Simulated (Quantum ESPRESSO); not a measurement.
## Ti2NbAlO8 (input and log of a self-consistent run)

Computed values, not a measurement. The program is pw.x of Quantum ESPRESSO 7.5 (plane-wave density functional theory). The cell is made up: 12 atoms on a fluorite lattice, with randomly drawn elements, strain and displacements, not relaxed. PseudoDojo standard norm-conserving files (v0.5 for PBE, v0.4.1 for LDA and PBEsol) set the functional; there is no spin polarisation, spin-orbit coupling or dispersion term, and the masses in the input are unused placeholders.

Input:

```
&control calculation='scf', pseudo_dir='./dojo.nc.sr.pbe.v0_5.standard.upf', outdir='./o', disk_io='low', tprnfor=.true., tstress=.true. /
&system ibrav=0, nat=12, ntyp=4, nbnd=50, ecutwfc=107.82251126, nosym=.true., tot_charge=0,
 occupations='smearing', smearing='fd', degauss=0.0018374661
/
&electrons conv_thr=7.350e-09, electron_maxstep=60, /
ATOMIC_SPECIES
Al 1.0 Al.upf
Nb 1.0 Nb.upf
O 1.0 O.upf
Ti 1.0 Ti.upf
CELL_PARAMETERS angstrom
4.9162 0.0333 -0.0016
0.0333 4.8467 0.018
-0.0016 0.018 4.7936
ATOMIC_POSITIONS angstrom
Ti -0.0954 -0.0307 -0.0605
Ti -0.0005 2.5195 2.4318
Nb 2.4328 -0.029 2.4178
Al 2.5082 2.3428 0.08
O 1.2313 1.2983 1.0939
O 1.2017 1.2387 3.6335
O 1.3231 3.6449 1.1449
O 1.2799 3.7606 3.6021
O 3.5865 1.3408 1.1982
O 3.5528 1.2279 3.5872
O 3.6776 3.6526 1.1587
O 3.6835 3.6593 3.5995
K_POINTS automatic
7 7 7 1 1 1
```

The log is shortened where brackets say so; the opening notice, blank lines, dates and the lines on written files are dropped, and the path of the files is cut. It prints rydbergs, bohrs and kilobars, and counts compression as positive stress. With no partly filled state, the Fermi energy that it prints is only some level between the filled and the empty states on the mesh, and need not lie in the true gap.

```
     Program PWSCF v.7.5
     Parallel version (MPI & OpenMP), running on       4 processor cores
     Number of MPI processes:                 4
     Threads/MPI process:                     1
     [start-up lines left out]
     bravais-lattice index     =            0
     lattice parameter (alat)  =       9.2905  a.u.
     unit-cell volume          =     770.7397 (a.u.)^3
     number of atoms/cell      =           12
     number of atomic types    =            4
     number of electrons       =        88.00
     number of Kohn-Sham states=           50
     kinetic-energy cutoff     =     107.8225  Ry
     charge density cutoff     =     431.2900  Ry
     scf convergence threshold =      7.3E-09
     mixing beta               =       0.7000
     number of iterations used =            8  plain     mixing
     Exchange-correlation= PBE
                           (   1   4   3   4   0   0   0)
     [axes and pseudopotential details left out]
   Cartesian axes
     site n.     atom                  positions (alat units)
         1        Ti     tau(   1) = (  -0.0194048  -0.0062445  -0.0123060  )
         2        Ti     tau(   2) = (  -0.0001017   0.5124775   0.4946390  )
         3        Nb     tau(   3) = (   0.4948424  -0.0058987   0.4917913  )
         4        Al     tau(   4) = (   0.5101791   0.4765360   0.0162724  )
         5        O      tau(   5) = (   0.2504519   0.2640800   0.2225041  )
         6        O      tau(   6) = (   0.2444311   0.2519571   0.7390701  )
         7        O      tau(   7) = (   0.2691244   0.7413889   0.2328778  )
         8        O      tau(   8) = (   0.2603374   0.7649228   0.7326832  )
         9        O      tau(   9) = (   0.7295101   0.2727247   0.2437192  )
        10        O      tau(  10) = (   0.7226554   0.2497603   0.7296525  )
        11        O      tau(  11) = (   0.7480402   0.7429551   0.2356847  )
        12        O      tau(  12) = (   0.7492403   0.7443179   0.7321544  )
     number of k points=   172  Fermi-Dirac smearing, width (Ry)=  0.0018
     Number of k-points >= 100: set verbosity='high' to print them.
     Dense  grid:   116561 G-vectors     FFT dimensions: (  64,  64,  60)
     Estimated max dynamical RAM per process >     656.05 MB
     Estimated total dynamical RAM >       2.48 GB
     Initial potential from superposition of free atoms
     starting charge      87.9920, renormalised to      88.0000
     Starting wfcs are   66 randomized atomic wfcs
     total cpu time spent up to now is       16.2 secs
     per-process dynamical memory:   593.7 Mb
     Self-consistent Calculation
     iteration #  1     ecut=   107.82 Ry     beta= 0.70
     Davidson diagonalization with overlap
     ethr =  1.00E-02,  avg # of iterations =  2.0
     total cpu time spent up to now is       47.5 secs
     total energy              =    -628.90766771 Ry
     estimated scf accuracy    <       6.17196833 Ry
     iteration #  2     ecut=   107.82 Ry     beta= 0.70
     Davidson diagonalization with overlap
     ethr =  7.01E-03,  avg # of iterations =  6.5
     total cpu time spent up to now is      105.9 secs
     total energy              =    -621.13533560 Ry
     estimated scf accuracy    <      81.30594247 Ry
     iteration #  3     ecut=   107.82 Ry     beta= 0.70
     Davidson diagonalization with overlap
     ethr =  7.01E-03,  avg # of iterations =  6.2
     total cpu time spent up to now is      157.4 secs
     total energy              =    -632.14519499 Ry
     estimated scf accuracy    <       2.74008370 Ry
     iteration #  4     ecut=   107.82 Ry     beta= 0.70
     Davidson diagonalization with overlap
     ethr =  3.11E-03,  avg # of iterations =  2.4
     total cpu time spent up to now is      187.8 secs
     total energy              =    -632.26038548 Ry
     estimated scf accuracy    <       1.36570601 Ry
     iteration #  5     ecut=   107.82 Ry     beta= 0.70
     Davidson diagonalization with overlap
     ethr =  1.55E-03,  avg # of iterations =  1.9
     total cpu time spent up to now is      216.4 secs
     total energy              =    -632.06201875 Ry
     estimated scf accuracy    <       0.91965093 Ry
     [iterations 6 to 24 left out]
     iteration # 25     ecut=   107.82 Ry     beta= 0.70
     Davidson diagonalization with overlap
     ethr =  4.20E-11,  avg # of iterations =  1.0
     total cpu time spent up to now is      958.5 secs
     total energy              =    -632.17193774 Ry
     estimated scf accuracy    <       0.00000016 Ry
     iteration # 26     ecut=   107.82 Ry     beta= 0.70
     Davidson diagonalization with overlap
     ethr =  4.20E-11,  avg # of iterations =  1.0
     total cpu time spent up to now is      985.3 secs
     total energy              =    -632.17193770 Ry
     estimated scf accuracy    <       0.00000015 Ry
     iteration # 27     ecut=   107.82 Ry     beta= 0.70
     Davidson diagonalization with overlap
     ethr =  4.20E-11,  avg # of iterations =  4.7
     total cpu time spent up to now is     1022.7 secs
     total energy              =    -632.17193771 Ry
     estimated scf accuracy    <       0.00000003 Ry
     iteration # 28     ecut=   107.82 Ry     beta= 0.70
     Davidson diagonalization with overlap
     ethr =  3.94E-11,  avg # of iterations =  1.9
     total cpu time spent up to now is     1051.6 secs
     total energy              =    -632.17193771 Ry
     estimated scf accuracy    <       0.00000002 Ry
     iteration # 29     ecut=   107.82 Ry     beta= 0.70
     Davidson diagonalization with overlap
     ethr =  1.76E-11,  avg # of iterations =  5.0
     total cpu time spent up to now is     1088.1 secs
     End of self-consistent calculation
     Number of k-points >= 100: set verbosity='high' to print the bands.
     the Fermi energy is    12.0774 ev
!    total energy              =    -632.17193771 Ry
     estimated scf accuracy    <          3.4E-09 Ry
     smearing contrib. (-TS)   =      -0.00000000 Ry
     internal energy E=F+TS    =    -632.17193770 Ry
     The total energy is F=E-TS. E is the sum of the following terms:
     one-electron contribution =    -149.86964390 Ry
     hartree contribution      =     128.92090216 Ry
     xc contribution           =    -130.30370834 Ry
     ewald contribution        =    -480.91948762 Ry
     convergence has been achieved in  29 iterations
     Forces acting on atoms (cartesian axes, Ry/au):
     atom    1 type  4   force =     0.03279046    0.04959254    0.02637147
     atom    2 type  4   force =     0.03701292   -0.05043430   -0.04141726
     atom    3 type  2   force =    -0.03294226    0.05589929   -0.04555428
     atom    4 type  1   force =    -0.03502617    0.00311186   -0.00324337
     atom    5 type  3   force =    -0.04149660   -0.03806763    0.06362797
     atom    6 type  3   force =    -0.04646119    0.03633178   -0.05859681
     atom    7 type  3   force =    -0.04306247    0.00570160    0.02954413
     atom    8 type  3   force =    -0.05345619   -0.04078867   -0.01545021
     atom    9 type  3   force =     0.05769654   -0.04551118    0.01651985
     atom   10 type  3   force =     0.04986075    0.00147432    0.01743326
     atom   11 type  3   force =     0.04175184    0.04211783    0.01874602
     atom   12 type  3   force =     0.03333236   -0.01942744   -0.00798077
     Total force =     0.230062     Total SCF correction =     0.000148
     Computing stress (Cartesian axis) and pressure
          total   stress  (Ry/bohr**3)                   (kbar)     P=        5.48
  -0.00038132   0.00004866   0.00005952          -56.09        7.16        8.76
   0.00004866   0.00008157  -0.00004858            7.16       12.00       -7.15
   0.00005952  -0.00004858   0.00041156            8.76       -7.15       60.54
     init_run     :     15.59s CPU     16.15s WALL (       1 calls)
     electrons    :   1069.83s CPU   1071.89s WALL (       1 calls)
     forces       :      5.62s CPU      5.63s WALL (       1 calls)
     stress       :     19.15s CPU     19.73s WALL (       1 calls)
     [timing details left out]
     PWSCF        :  18m30.37s CPU  18m34.44s WALL
     JOB DONE.
```

In other units: free energy -8601.137 eV for the cell, pressure 0.55 GPa, largest force component 1.636 eV/Å. This run is the check on a run of the same cell at a cutoff of 1143 eV and k mesh 5 x 5 x 5: rerunning at a cutoff of 1467 eV and k mesh 7 x 7 x 7 moved values by no more than 0.003 eV in energy, 0.06 GPa in stress and 0.003 eV/Å in force.